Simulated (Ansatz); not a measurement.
Consider a crystal of Li2NbO6 in space group P-3m1 (No. 164), with Li on 2d; Nb on 1a; O on 6i. A trial structure of Li2NbO6 was built thus: perovskite family, AX3 layers stacked AB (A site Li; B site Nb vacant; X site O).

These are results of DFT PBE, scalar-relativistic, plane waves, PAW (Ansatz 0.2.0), not measurements. Cutoff 420 eV, Γ-centred mesh, Gaussian smearing, collinear spin.

The zero of energy is the elements' standard structures at the same level (O₂ as a molecule); no fitted shifts are applied.

Question: Which cell and coordinates does it relax to?

Answer:

Space group P-3m1 (No. 164). a = 6.041 Å, b = 6.041 Å, c = 3.905 Å, α = 90.00°, β = 90.00°, γ = 120.00°
| atom | site | symmetry | x | y | z |
| --- | --- | --- | --- | --- | --- |
| Li | 2d | 3m. | 0.3333 | 0.6667 | 0.4208 |
| Nb | 1a | -3m. | 0.0000 | 0.0000 | 0.0000 |
| O | 6i | .m. | 0.8409 | 0.6818 | 0.7189 |

Li is surrounded by 3 O at 1.90 Å; around Nb lie 6 O at 1.99 Å; O has 1 Li at 1.90 Å and 1 Nb at 1.99 Å. Another local minimum with the same sites may exist.

Question: Where does its energy lie, and is it a metal?

Answer: The formation energy is −1.05 eV/atom, the gap on the 6×6×10 mesh of the 9-atom cell is 0 eV (a metal) and the net moment per atom is 0.56 μB. The moment by site is Nb -0.1; O 0.8 (×6) μB. Whether it is stable depends on the other phases of the system, which aren't compared here.

The last run used collinear spin and Gaussian smearing of 0.10 eV. Another magnetic order may lie lower. Symmetry constrained the relaxation, so the result can be a saddle point. Site moments count only spheres around the atoms; the net moment includes the space between them.
